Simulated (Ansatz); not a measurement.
## Data sheet: HfS$_{2}$ (DFT)

HfS2:
```
HfS2
1.0
    6.08798     0.00000     0.00000
    0.00000     6.08798     0.00000
    0.00000     0.00000     3.70776
Hf S
2 4
Direct
  0.00000   0.00000   0.00000
  0.50000   0.50000   0.50000
  0.30222   0.30222   0.00000
  0.80222   0.19778   0.50000
  0.19778   0.80222   0.50000
  0.69778   0.69778   0.00000
```

Space group P4_2/mnm (No. 136), rutile; conventional cell a = 6.0880 Å, b = 6.0880 Å, c = 3.7078 Å, α = 90.00°, β = 90.00°, γ = 90.00°.

Method: PBE (plane waves, PAW; program Ansatz). Geometry: relaxed at this level of theory. Other levels are named where they apply.

### Cell and energy

```
Item                                                           Value
-----------------------------------------------------  -------------
Volume per atom                                             22.90 Å³
Density                                                   5.86 g/cm³
Formation energy from the elements (no fitted shifts)  -1.45 eV/atom
```

### Electronic structure

```
Quantity                                                   Value
-----------------------  ---------------------------------------
Band gap                   0.44 eV (smallest direct gap 0.45 eV)
Valence-band maximum     on the M–Γ line, 86 % of the way from M
Conduction-band minimum                                     at Γ
Electron effective mass   0.24, 0.28, 0.28 mₑ (principal values)
Hole effective mass         0.52, 1.1, 1.2 mₑ (principal values)
```

### Mechanics

```
Item                                  Result
----------------------------------  --------
Bulk modulus (Birch–Murnaghan fit)  87.0 GPa
Pressure derivative B′                   5.0
```

The cell is a constructed one: a structure type filled with these elements; neither database checked (COD, Materials Project) lists it. Whether it is the stable phase at ambient conditions was not checked. The PBE relaxation kept the symmetry of its start; its stability against distortions is not shown here. The run is not spin-polarised. The references are the lowest solids computed at this level, not always the standard phases. Scalar-relativistic: spin–orbit coupling is off unless named, which matters more the heavier the elements.

Potentials: the later of the program's two PAW sets.
